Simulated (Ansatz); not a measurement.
## Equation of state of TaN

```
Ta N
1.0
     2.93800    0.00000    0.00000
    -1.46900    2.54438    0.00000
     0.00000    0.00000    2.88300
Ta N
1 1
Direct
  0.33333 0.66667 0.50000
  0.00000 0.00000 0.00000
```

The geometry is COD entry 1538016, unchecked; take it as a test cell.

No spin–orbit coupling, which matters for the heavy atoms here.

All numbers are computed: DFT, LDA, all-electron LAPW, scalar-relativistic (Ansatz 0.2.0); DFT, LDA, PAW with Ansatz's default frozen-core files, scalar-relativistic (Ansatz 0.2.0).

For LAPW: a Γ-centred 12×12×10 k mesh, Fermi–Dirac smearing of 0.02 eV, basis error target 0.25 meV/atom, no spin polarisation. PAW takes a cutoff of 420 eV at this cell (files made with PBE, cores remade for this functional). The Ansatz runs share mesh, smearing and spin set-up. Plane-wave (PAW) pressures include the program's estimate of the Pulay term.

The cell above is scaled evenly, with fractional coordinates and shape held.

Question: Estimate the equilibrium volume and bulk modulus that all-electron LAPW gives for this fixed shape.

Answer: V0 = 10.43 Å³/atom, B0 = 378 GPa, B0′ = 4.3, from a third-order Birch–Murnaghan fit to these pressures:
```json
{"V/V(cell)": "0.9400", "V (Å³/atom)": "10.129", "P, LAPW (GPa)": "11.79", "P, PAW (GPa)": "11.98", "free energy over the lowest listed, PAW (meV/atom)": "10.1"}
{"V/V(cell)": "0.9600", "V (Å³/atom)": "10.345", "P, LAPW (GPa)": "3.16", "P, PAW (GPa)": "3.25", "free energy over the lowest listed, PAW (meV/atom)": "0.0"}
{"V/V(cell)": "0.9800", "V (Å³/atom)": "10.560", "P, LAPW (GPa)": "-4.57", "P, PAW (GPa)": "-4.57", "free energy over the lowest listed, PAW (meV/atom)": "1.0"}
{"V/V(cell)": "0.9900", "V (Å³/atom)": "10.668", "P, LAPW (GPa)": "-8.14", "P, PAW (GPa)": "-8.17", "free energy over the lowest listed, PAW (meV/atom)": "5.3"}
{"V/V(cell)": "1.0000", "V (Å³/atom)": "10.776", "P, LAPW (GPa)": "-11.51", "P, PAW (GPa)": "-11.57", "free energy over the lowest listed, PAW (meV/atom)": "11.9"}
{"V/V(cell)": "1.0100", "V (Å³/atom)": "10.884", "P, LAPW (GPa)": "-14.70", "P, PAW (GPa)": "-14.79", "free energy over the lowest listed, PAW (meV/atom)": "20.8"}
{"V/V(cell)": "1.0200", "V (Å³/atom)": "10.991", "P, LAPW (GPa)": "-17.72", "P, PAW (GPa)": "-17.84", "free energy over the lowest listed, PAW (meV/atom)": "31.8"}
{"V/V(cell)": "1.0400", "V (Å³/atom)": "11.207", "P, LAPW (GPa)": "-23.29", "P, PAW (GPa)": "-23.45", "free energy over the lowest listed, PAW (meV/atom)": "59.6"}
{"V/V(cell)": "1.0600", "V (Å³/atom)": "11.422", "P, LAPW (GPa)": "-28.27", "P, PAW (GPa)": "-28.47", "free energy over the lowest listed, PAW (meV/atom)": "94.6"}
```

PAW's V0 lies 0.01 % from the all-electron value and its B0 1.0 %. With shape and internal coordinates held, B0 is an upper bound to the relaxed modulus.
